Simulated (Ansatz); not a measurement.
GaP:
```yaml
crystal:
  lattice:
    - [6.78478, 0.00000, 0.00000]
    - [0.00000, 6.78478, 0.00000]
    - [0.00000, 0.00000, 6.78478]
  atoms:
    - { symbol: Ga, position: [0.25000, 0.00000, 0.50000] }
    - { symbol: Ga, position: [0.50000, 0.25000, 0.00000] }
    - { symbol: Ga, position: [0.50000, 0.75000, 0.00000] }
    - { symbol: Ga, position: [0.75000, 0.00000, 0.50000] }
    - { symbol: Ga, position: [0.00000, 0.50000, 0.75000] }
    - { symbol: Ga, position: [0.00000, 0.50000, 0.25000] }
    - { symbol: P, position: [0.25000, 0.50000, 0.00000] }
    - { symbol: P, position: [0.00000, 0.25000, 0.50000] }
    - { symbol: P, position: [0.00000, 0.75000, 0.50000] }
    - { symbol: P, position: [0.75000, 0.50000, 0.00000] }
    - { symbol: P, position: [0.50000, 0.00000, 0.75000] }
    - { symbol: P, position: [0.50000, 0.00000, 0.25000] }
```

Relaxed with PBE. Special points in fractions of this cell's reciprocal vectors: Γ (0.000, 0.000, 0.000); X (0.000, 0.500, 0.000); M (0.500, 0.500, 0.000); R (0.500, 0.500, 0.500).

Problem. List the band energies nearest the valence-band maximum at these points for PBE in the plane-wave PAW code Ansatz.

Solution. In eV from the valence-band maximum; about four levels below and three above (degenerate sets whole), none deeper than 8.9 eV; points with the same levels are listed once.

```csv
k,below,above
Γ,-1.65 -1.65 -1.65 0.00 0.00 0.00,1.12 1.12 1.12
X,-0.90 -0.90 -0.33 -0.33,1.04 1.04 2.68 2.68
M,-1.18 -1.18 -0.90 -0.37,1.88 1.88 2.82
R,-1.61 -1.61 -1.61 -1.61,3.07 3.07 3.07 3.07 3.07 3.07
```

Space group Pm-3n. The start of the workflow was typed in or built on a structure type; neither database checked (COD, Materials Project) lists it. It is not the phase usual at ambient conditions (space group No. 216). Symmetry was held in the PBE relaxation; whether a distortion lowers the energy is not shown. The volume moved by 26 % from the start of the relaxation. Scalar-relativistic: spin–orbit coupling is off unless named, which matters more the heavier the elements.

Potentials: the earlier of the program's two PAW sets.
